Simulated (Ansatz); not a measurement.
**YIn (P4/mmm): electronic heat capacity and spin susceptibility from the density of states**

Method: DFT r2SCAN, scalar-relativistic, plane waves, PAW (Ansatz 0.2.0).

Cutoff 500 eV; k points 12×12×10 on the computed 2-atom cell (Γ-centred); Gaussian smearing, width 0.10 eV; no spin polarisation.

Relaxed cell: P4/mmm, a = 3.490 Å, b = 3.490 Å, c = 4.324 Å, α = 90.00°, β = 90.00°, γ = 90.00°, 2 atoms in the primitive cell. Whether it is the stable form of this composition wasn't checked.

The density of states at the Fermi level is 1.081 states/eV in the cell of 2 atoms (1 formula unit; both spins, tetrahedra on a 18×18×15 mesh).

Task: What Sommerfeld coefficient and Pauli susceptibility does this give?

Result: Per formula unit N(E_F) = 1.081 states/eV. γ = (π²/3) k_B² N(E_F) N_A = 2.357 mJ/(mol K²) per state/eV, so γ = 2.5 mJ/(mol K²), a mole of formula units. χ_P = μ_B² N(E_F) N_A = 3.23×10⁻⁵ emu/mol per state/eV gives 3.5×10⁻⁵ emu/mol. This is the bare band result: a measured γ of the same phase is as a rule larger by a factor 1 + λ from phonons and spin fluctuations, the spin part of χ is larger by the Stoner factor, and a measured χ also holds orbital and core terms. N(E_F) at one energy is sensitive to the mesh where the density of states has sharp peaks.